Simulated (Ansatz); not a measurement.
In2GaAs3:
```
In2GaAs3
1.0
   -2.07659     2.07659     8.86845
    2.07659    -2.07659     8.86845
    2.07659     2.07659    -8.86845
In Ga As
2 1 3
Cartesian
  0.00000   0.00000   5.98100
  0.00000   0.00000  11.75590
  0.00000   0.00000   0.00000
  2.07659   0.00000   4.43422
  0.00000   2.07659   1.32919
  0.00000   2.07659   7.53926
```

Relaxed with LDA. Special points in fractions of this cell's reciprocal vectors: Γ (0.000, 0.000, 0.000); X (0.000, 0.000, 0.500); P (0.250, 0.250, 0.250); N (0.000, 0.500, 0.000); M (0.500, 0.500, -0.500); S (0.264, 0.736, -0.264); S0 (-0.264, 0.264, 0.264); R (-0.027, 0.027, 0.500); G (0.500, 0.500, -0.027).

Problem. List the band energies nearest the Fermi level at these points for LDA (plane waves, PAW; program Ansatz).

Solution. In eV from the Fermi level; about four levels below and three above (degenerate sets whole), none deeper than 8.9 eV; points with the same levels are listed once.

| k | below | above |
|---|---|---|
| Γ | -0.29 -0.18 -0.03 -0.03 | 1.51 1.54 2.23 |
| X | -3.07 -3.06 -2.57 -2.55 | 1.30 1.74 2.90 |
| P | -2.89 -2.81 -2.71 -2.66 | 1.76 1.79 2.07 |
| N | -1.61 -1.15 -0.99 -0.91 | 0.67 1.93 2.45 |
| M | -1.09 -1.09 -0.79 -0.79 | 1.24 1.45 2.32 |
| S | -1.63 -1.56 -1.02 -0.87 | 0.96 1.36 2.52 |
| R | -3.01 -2.96 -2.60 -2.57 | 1.35 1.79 2.91 |

Space group I-4m2. The workflow started from a Materials Project entry (that database holds measured and hypothetical structures alike); the Crystallography Open Database copy checked does not list it. With In and Ga taken as one species the cell has the higher symmetry F-43m, so it may be an ordered model of a mixed-site phase. Its standing as an ambient phase is unchecked. The cell was relaxed with LDA under the symmetry of its start; its stability against distortions is not shown here. The Fermi level of a semimetal is unsure by some 0.05 eV on such meshes. Scalar-relativistic: spin–orbit coupling is off unless named, which matters more the heavier the elements.

Potentials: the later of the program's two PAW sets.
